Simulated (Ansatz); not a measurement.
A relaxed cell of SrTl2Zn2 is given with its symmetry left out. The cell was found from a structure generator's guess, not taken from experiment.

Theory: DFT PBE, scalar-relativistic, plane waves, PAW in Ansatz 0.2.0. Cutoff 420 eV, Γ-centred mesh, Gaussian smearing, no spin polarisation.

```yaml
crystal:
  lattice:
    - [6.13588, -2.20974, 0.00000]
    - [6.13588, 2.20974, 0.00000]
    - [-1.50615, 0.00000, 4.86593]
  atoms:
    - { symbol: Sr, position: [0.00000, 0.00000, 0.00000] }
    - { symbol: Zn, position: [0.26128, 0.26128, 0.87330] }
    - { symbol: Zn, position: [0.73872, 0.73872, 0.12670] }
    - { symbol: Tl, position: [0.63459, 0.63459, 0.54614] }
    - { symbol: Tl, position: [0.36541, 0.36541, 0.45386] }
```

Energies over the elements count from the elements' standard structures at the same level, with no fitted energy shifts.

**Question.** Find its symmetry and describe it.

**Answer.** C2/m (No. 12). Conventional cell: a = 12.272 Å, b = 4.419 Å, c = 5.094 Å, β = 107.2°. Sr has 6 Zn at 3.45–3.57 Å, 4 Tl at 3.55 Å and 4 Tl at 3.90 Å; Zn has 2 Zn at 2.61 Å, 4 Tl at 2.79–2.92 Å and 3 Sr at 3.45–3.57 Å; Tl has 4 Zn at 2.79–2.92 Å, 1 Tl at 3.20 Å, 2 Sr at 3.55 Å, 2 Tl at 3.73 Å and 2 Sr at 3.90 Å.

**Question.** How far does it lie from the elements in energy?

**Answer.** −0.18 eV/atom. Whether it is stable depends on the other phases of the system, which aren't compared here.

**Question.** Is it a metal?

**Answer.** Yes, bands cross the Fermi level on the 10×8×6 mesh.

The last run used a 10×8×6 mesh (in the run's order of axes) for its 5-atom cell and Gaussian smearing of 0.10 eV. These runs have no spin–orbit coupling, which can matter for Tl. This cell was reached by moving the atoms of another relaxed cell at random and relaxing again, last within the group found; it had no such test of its own.
